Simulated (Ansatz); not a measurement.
## Stress against strain in AgPt₃

```
CELL_PARAMETERS angstrom
3.90000 0.00000 0.00000
0.00000 3.90000 0.00000
0.00000 0.00000 3.90000
ATOMIC_POSITIONS crystal
Ag 0.00000 0.00000 0.00000
Pt 0.00000 0.50000 0.50000
Pt 0.50000 0.00000 0.50000
Pt 0.50000 0.50000 0.00000
```

Atom numbers follow the list: Ag1, Pt2, Pt3, Pt4.

The cell is COD entry 1509516, as deposited and not checked against the literature; nothing was relaxed. It is an old determination, and later ones may differ.

Spin polarisation is left out, and whether a magnetic state lies lower isn't shown here.

No spin–orbit coupling, which matters for the heavy atoms here.

The calculation used DFT, LDA, all-electron LAPW, scalar-relativistic in Ansatz 0.2.0.

Sampling and basis: a Γ-centred 9×9×9 k mesh, Fermi–Dirac smearing of 0.08 eV, basis error target 0.5 meV/atom, no spin polarisation.

The strain is applied along the Cartesian axes of the cell as listed (the other components stay zero). Fractional coordinates are held (clamped ions).

σ is the change of stress from the unstrained cell, which is at 2.31 GPa; tension is positive, so slopes are stress–strain coefficients at that pressure. In a metal the k mesh adds noise.

Only quantities that a quadratic follows smoothly over the whole series are listed; rougher ones are left out.

```
    εzz  σzz (GPa)  σxx (GPa)
-0.0200      -7.42      -5.10
-0.0100      -3.60      -2.45
 0.0000       0.00       0.00
 0.0200       6.54       4.36
```

Fit the series and read off the stiffness at zero strain.

Least-squares fits y = p0 + p1 x + p2 x² to the rows give σzz (GPa): p1 = 349, p2 = -1100; σxx (GPa): p1 = 236, p2 = -930. So C11 = 349 GPa and C12 = 236 GPa, which gives B = (C11 + 2 C12)/3 = 274 GPa.

One run, at εzz = 0.0100, is withheld. Predict its row.

The fits give 3.38, 2.27; the run gave 3.38, 2.27.
